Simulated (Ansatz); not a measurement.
Here is the system:

Y:
```xyz
2
Lattice="3.6576 0.0000 0.0000 -1.8288 3.1676 0.0000 0.0000 0.0000 5.6801" Properties=species:S:1:pos:R:3 pbc="T T T"
Y      0.0000     2.1117     4.2601
Y      1.8288     1.0559     1.4200
```

This is the PBE-relaxed structure. x, y and z are the axes in which the lattice vectors are written.

Problem. All from plane-wave PAW PBE (Ansatz code), unless another level is named. Predict the Debye temperature from the elastic constants.

Solution. 246 K.

Problem. Predict the elastic constants (relaxed ions, GPa).

Solution. C11 = 74.5, C12 = 25.0, C13 = 21.5, C33 = 79.1, C44 = 25.2.

Space group P6_3/mmc (hcp (Mg type)). The PBE relaxation kept the symmetry of its start. The run is not spin-polarised. As this level gives no gap, shear constants depend on the k-mesh and smearing (Fermi–Dirac, 0.1 eV here).

Potentials: the later of the program's two PAW sets.
